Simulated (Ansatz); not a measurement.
BaTe (rock salt, Fm-3m) at seven volumes, plane-wave PAW HSE06 (Ansatz code), scaled uniformly. One row is withheld.

| V (Å³/atom) | P (GPa) |
|---|---|
| 39.780 | ? |
| 41.091 | 2.13 |
| 42.403 | 0.98 |
| 43.714 | -0.01 |
| 45.025 | -0.84 |
| 46.337 | -1.55 |
| 47.648 | -2.16 |

Q: Fit the shown pressures and predict the withheld one.

A: P = (3/2)B₀(x^(7/2) − x^(5/2))[1 + (3/4)(B′ − 4)(x − 1)] with x = (V₀/V)^(2/3). Least squares on the six rows gives V₀ = 43.706 Å³/atom, B₀ = 30.2 GPa, B′ = 4.37. At V = 39.780, x = 1.0648 and P = 3.49 GPa. The run itself gave 3.49 GPa.

The cell was relaxed with HSE06 under the symmetry of its start. Scalar-relativistic: spin–orbit coupling is off unless named, which matters more the heavier the elements.

Potentials: the later of the program's two PAW sets.
